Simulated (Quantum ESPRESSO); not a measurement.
GaTa2Zr3Hf2, finding a planted mistake in a log

A calculation, not a measurement. The program is pw.x of Quantum ESPRESSO 7.5 (plane-wave density functional theory). The cell is made up: eight metal atoms on a face-centred cubic lattice, with elements, volume, strain and displacements drawn at random and not relaxed, so it may be unstable or far from any real phase. PseudoDojo standard norm-conserving files set the functional (PBE unless stated); there is no spin polarisation or spin-orbit coupling, the Fermi-Dirac width of 0.25 eV means electrons at about 2900 K, and the masses in the input are unused placeholders. Heavy elements are run without spin-orbit coupling, which real alloys of them have. A spin test at this wide smearing found no moment, but such smearing suppresses magnetism that the real alloy may have.

Intended input:

```
&control calculation='scf', pseudo_dir='./dojo.nc.sr.pbe.v0_5.standard.upf', outdir='./o', disk_io='minimal', tprnfor=.true., tstress=.true. /
&system ibrav=0, nat=8, ntyp=4, nbnd=67, ecutwfc=79.96652505, nosym=.true., tot_charge=0,
 occupations='smearing', smearing='fd', degauss=0.0183746611
/
&electrons conv_thr=1.470e-08, electron_maxstep=70, mixing_beta=0.5 /
ATOMIC_SPECIES
Ga 1.0 Ga.upf
Hf 1.0 Hf.upf
Ta 1.0 Ta.upf
Zr 1.0 Zr.upf
CELL_PARAMETERS angstrom
0.0368 2.1914 2.2569
-4.4175 2.1707 -2.3096
-4.3066 -6.5481 6.671
ATOMIC_POSITIONS angstrom
Ga -0.0068 0.0307 -0.0292
Ta -4.3533 -4.3902 4.418
Zr -4.3916 -2.1741 2.1953
Hf -4.3901 -0.0405 -0.0357
Ta -2.1392 -2.1551 4.4348
Zr -2.1107 -0.0292 2.1565
Hf -2.2028 2.2118 0.0025
Zr -6.4926 -2.1517 4.4113
K_POINTS automatic
7 5 3 1 1 1
```

The log is shortened where brackets say so; the opening notice, blank lines, dates and the lines on written files are dropped, and the path of the files is cut. It prints rydbergs, bohrs and kilobars, and counts compression as positive stress. Its total energy is the free energy E - TS of the whole cell.

Log of the intended run:

```
     Program PWSCF v.7.5
     Parallel version (MPI & OpenMP), running on       4 processor cores
     Number of MPI processes:                 4
     Threads/MPI process:                     1
     [start-up lines left out]
     bravais-lattice index     =            0
     lattice parameter (alat)  =       5.9450  a.u.
     unit-cell volume          =    1165.6649 (a.u.)^3
     number of atoms/cell      =            8
     number of atomic types    =            4
     number of electrons       =        99.00
     number of Kohn-Sham states=           67
     kinetic-energy cutoff     =      79.9665  Ry
     charge density cutoff     =     319.8661  Ry
     scf convergence threshold =      1.5E-08
     mixing beta               =       0.5000
     number of iterations used =            8  plain     mixing
     Exchange-correlation= PBE
                           (   1   4   3   4   0   0   0)
     [axes and pseudopotential details left out]
   Cartesian axes
     site n.     atom                  positions (alat units)
         1        Ga     tau(   1) = (  -0.0021615   0.0097585  -0.0092817  )
         2        Ta     tau(   2) = (  -1.3837663  -1.3954955   1.4043322  )
         3        Zr     tau(   3) = (  -1.3959405  -0.6910726   0.6978113  )
         4        Hf     tau(   4) = (  -1.3954637  -0.0128736  -0.0113478  )
         5        Ta     tau(   5) = (  -0.6799790  -0.6850331   1.4096723  )
         6        Zr     tau(   6) = (  -0.6709199  -0.0092817   0.6854781  )
         7        Hf     tau(   7) = (  -0.7001953   0.7030561   0.0007947  )
         8        Zr     tau(   8) = (  -2.0637771  -0.6839524   1.4022025  )
     number of k points=    53  Fermi-Dirac smearing, width (Ry)=  0.0184
                       cart. coord. in units 2pi/alat
        k(    1) = (  -0.0846114   0.0394206   0.0626701), wk =   0.0380952
        k(    2) = (   0.0363260   0.1594418  -0.0558398), wk =   0.0380952
     [further k points left out]
     Dense  grid:   112581 G-vectors     FFT dimensions: (  36,  60, 120)
     Estimated max dynamical RAM per process >     406.10 MB
     Estimated total dynamical RAM >       1.51 GB
     Initial potential from superposition of free atoms
     starting charge      98.9847, renormalised to      99.0000
     Starting wfcs are   79 randomized atomic wfcs
     total cpu time spent up to now is        6.7 secs
     per-process dynamical memory:   324.5 Mb
     Self-consistent Calculation
     iteration #  1     ecut=    79.97 Ry     beta= 0.50
     Davidson diagonalization with overlap
     ethr =  1.00E-02,  avg # of iterations =  2.7
     Threshold (ethr) on eigenvalues was too large:
     Diagonalizing with lowered threshold
     Davidson diagonalization with overlap
     ethr =  8.44E-04,  avg # of iterations =  2.7
     total cpu time spent up to now is       33.4 secs
     total energy              =    -942.28783875 Ry
     estimated scf accuracy    <       0.87688402 Ry
     iteration #  2     ecut=    79.97 Ry     beta= 0.50
     Davidson diagonalization with overlap
     ethr =  8.86E-04,  avg # of iterations =  9.4
     total cpu time spent up to now is       54.9 secs
     total energy              =    -940.49134836 Ry
     estimated scf accuracy    <      45.08806449 Ry
     [iterations 3 to 16 left out]
     iteration # 17     ecut=    79.97 Ry     beta= 0.50
     Davidson diagonalization with overlap
     ethr =  3.78E-10,  avg # of iterations =  5.8
     total cpu time spent up to now is      261.0 secs
     total energy              =    -942.77707399 Ry
     estimated scf accuracy    <       0.00000003 Ry
     iteration # 18     ecut=    79.97 Ry     beta= 0.50
     Davidson diagonalization with overlap
     ethr =  3.22E-11,  avg # of iterations =  3.5
     total cpu time spent up to now is      275.2 secs
     End of self-consistent calculation
     [lines on levels left out]
!    total energy              =    -942.77707398 Ry
     estimated scf accuracy    <       0.00000001 Ry
     smearing contrib. (-TS)   =      -0.15152526 Ry
     internal energy E=F+TS    =    -942.62554872 Ry
     The total energy is F=E-TS. E is the sum of the following terms:
     one-electron contribution =    -195.54973275 Ry
     hartree contribution      =     143.39705640 Ry
     xc contribution           =    -217.93784879 Ry
     ewald contribution        =    -672.53502358 Ry
     convergence has been achieved in  18 iterations
     Forces acting on atoms (cartesian axes, Ry/au):
     atom    1 type  1   force =     0.00259926    0.00230924   -0.00339889
     atom    2 type  3   force =     0.02768603    0.01112631    0.00078738
     atom    3 type  4   force =     0.01324916    0.00069761   -0.00407649
     atom    4 type  2   force =    -0.01979478   -0.00539556   -0.00165772
     atom    5 type  3   force =    -0.01962780   -0.00862899    0.01042907
     atom    6 type  4   force =     0.01726843    0.00803600    0.00163764
     atom    7 type  2   force =     0.01993123    0.01062863   -0.01527390
     atom    8 type  4   force =    -0.04131153   -0.01877323    0.01155289
     Total force =     0.073491     Total SCF correction =     0.000472
     Computing stress (Cartesian axis) and pressure
          total   stress  (Ry/bohr**3)                   (kbar)     P=      -28.97
  -0.00020859  -0.00001882  -0.00008989          -30.68       -2.77      -13.22
  -0.00001882  -0.00018769  -0.00000715           -2.77      -27.61       -1.05
  -0.00008989  -0.00000715  -0.00019445          -13.22       -1.05      -28.61
     init_run     :      6.35s CPU      6.61s WALL (       1 calls)
     electrons    :    266.46s CPU    268.47s WALL (       1 calls)
     forces       :      2.54s CPU      2.57s WALL (       1 calls)
     stress       :      8.81s CPU      9.01s WALL (       1 calls)
     [timing details left out]
     PWSCF        :   4m44.33s CPU   4m46.85s WALL
     JOB DONE.
```

A second run was made from an input with one planted mistake. Its log:

```
     Program PWSCF v.7.5
     Parallel version (MPI & OpenMP), running on       4 processor cores
     Number of MPI processes:                 4
     Threads/MPI process:                     1
     [start-up lines left out]
     bravais-lattice index     =            0
     lattice parameter (alat)  =       5.9450  a.u.
     unit-cell volume          =    1165.6649 (a.u.)^3
     number of atoms/cell      =            8
     number of atomic types    =            4
     number of electrons       =        99.00
     number of Kohn-Sham states=           67
     kinetic-energy cutoff     =      79.9665  Ry
     charge density cutoff     =     319.8661  Ry
     scf convergence threshold =      1.5E-08
     mixing beta               =       0.5000
     number of iterations used =            8  plain     mixing
     Exchange-correlation= PBE
                           (   1   4   3   4   0   0   0)
     [axes and pseudopotential details left out]
   Cartesian axes
     site n.     atom                  positions (alat units)
         1        Hf     tau(   1) = (  -0.0021615   0.0097585  -0.0092817  )
         2        Ta     tau(   2) = (  -1.3837663  -1.3954955   1.4043322  )
         3        Zr     tau(   3) = (  -1.3959405  -0.6910726   0.6978113  )
         4        Hf     tau(   4) = (  -1.3954637  -0.0128736  -0.0113478  )
         5        Ta     tau(   5) = (  -0.6799790  -0.6850331   1.4096723  )
         6        Zr     tau(   6) = (  -0.6709199  -0.0092817   0.6854781  )
         7        Ga     tau(   7) = (  -0.7001953   0.7030561   0.0007947  )
         8        Zr     tau(   8) = (  -2.0637771  -0.6839524   1.4022025  )
     number of k points=    53  Fermi-Dirac smearing, width (Ry)=  0.0184
                       cart. coord. in units 2pi/alat
        k(    1) = (  -0.0846114   0.0394206   0.0626701), wk =   0.0380952
        k(    2) = (   0.0363260   0.1594418  -0.0558398), wk =   0.0380952
     [further k points left out]
     Dense  grid:   112581 G-vectors     FFT dimensions: (  36,  60, 120)
     Estimated max dynamical RAM per process >     406.10 MB
     Estimated total dynamical RAM >       1.51 GB
     Initial potential from superposition of free atoms
     starting charge      98.9847, renormalised to      99.0000
     Starting wfcs are   79 randomized atomic wfcs
     total cpu time spent up to now is        7.7 secs
     per-process dynamical memory:   315.6 Mb
     Self-consistent Calculation
     iteration #  1     ecut=    79.97 Ry     beta= 0.50
     Davidson diagonalization with overlap
     ethr =  1.00E-02,  avg # of iterations =  2.6
     Threshold (ethr) on eigenvalues was too large:
     Diagonalizing with lowered threshold
     Davidson diagonalization with overlap
     ethr =  9.42E-04,  avg # of iterations =  2.5
     total cpu time spent up to now is       35.6 secs
     total energy              =    -942.22589515 Ry
     estimated scf accuracy    <       0.96783243 Ry
     iteration #  2     ecut=    79.97 Ry     beta= 0.50
     Davidson diagonalization with overlap
     ethr =  9.78E-04,  avg # of iterations =  9.1
     total cpu time spent up to now is       57.3 secs
     total energy              =    -940.43839823 Ry
     estimated scf accuracy    <      42.04275203 Ry
     [iterations 3 to 18 left out]
     iteration # 19     ecut=    79.97 Ry     beta= 0.50
     Davidson diagonalization with overlap
     ethr =  3.41E-11,  avg # of iterations =  4.4
     total cpu time spent up to now is      294.7 secs
     total energy              =    -942.76163377 Ry
     estimated scf accuracy    <       0.00000002 Ry
     iteration # 20     ecut=    79.97 Ry     beta= 0.50
     Davidson diagonalization with overlap
     ethr =  1.75E-11,  avg # of iterations =  2.5
     total cpu time spent up to now is      307.5 secs
     End of self-consistent calculation
     [lines on levels left out]
!    total energy              =    -942.76163376 Ry
     estimated scf accuracy    <          7.5E-09 Ry
     smearing contrib. (-TS)   =      -0.15133248 Ry
     internal energy E=F+TS    =    -942.61030129 Ry
     The total energy is F=E-TS. E is the sum of the following terms:
     one-electron contribution =    -195.59998506 Ry
     hartree contribution      =     143.44543158 Ry
     xc contribution           =    -217.94218434 Ry
     ewald contribution        =    -672.51356347 Ry
     convergence has been achieved in  20 iterations
     Forces acting on atoms (cartesian axes, Ry/au):
     atom    1 type  2   force =     0.00253869    0.00704041   -0.00669750
     atom    2 type  3   force =     0.00313786   -0.00119935    0.00231098
     atom    3 type  4   force =     0.01408031   -0.00055744   -0.00277587
     atom    4 type  2   force =     0.00682480    0.00802669   -0.01177484
     atom    5 type  3   force =    -0.01593018   -0.00752900    0.00983793
     atom    6 type  4   force =    -0.01142187   -0.00267104    0.00995959
     atom    7 type  1   force =     0.01022170    0.00337908   -0.00739335
     atom    8 type  4   force =    -0.00945132   -0.00648934    0.00653305
     Total force =     0.039524     Total SCF correction =     0.000332
     Computing stress (Cartesian axis) and pressure
          total   stress  (Ry/bohr**3)                   (kbar)     P=      -28.44
  -0.00018303  -0.00002896  -0.00007563          -26.92       -4.26      -11.13
  -0.00002896  -0.00022580  -0.00000368           -4.26      -33.22       -0.54
  -0.00007563  -0.00000368  -0.00017110          -11.13       -0.54      -25.17
     init_run     :      6.33s CPU      6.61s WALL (       1 calls)
     electrons    :    297.90s CPU    299.89s WALL (       1 calls)
     forces       :      2.53s CPU      2.55s WALL (       1 calls)
     stress       :      8.78s CPU      8.97s WALL (       1 calls)
     [timing details left out]
     PWSCF        :   5m16.65s CPU   5m19.16s WALL
     JOB DONE.
```

Question: the log repeats what the program read. Compare it with the intended run: what was wrong in the second input?

Answer: two atoms have their elements exchanged. The input lines that differ:

```
- Ga -0.0068 0.0307 -0.0292
+ Hf -0.0068 0.0307 -0.0292
- Hf -2.2028 2.2118 0.0025
+ Ga -2.2028 2.2118 0.0025
```

```
                                            intended run  run with the mistake
                          free energy (eV)    -12827.136            -12826.925
         entropy term -TS, part of it (eV)        -2.062                -2.059
                            pressure (GPa)         -2.90                 -2.84
size of the largest force component (eV/Å)         1.062                 0.410
largest change of a force component (eV/Å)                               0.819
                                iterations            18                    20
```

For scale, a rerun of the intended cell at a higher cutoff and on a denser mesh moved values by no more than 0.006 eV in energy, 0.02 GPa in stress and 0.009 eV/Å in force, and a second program with other atomic files agreed on that cell to 2 % rms in force and 0.5 GPa in pressure.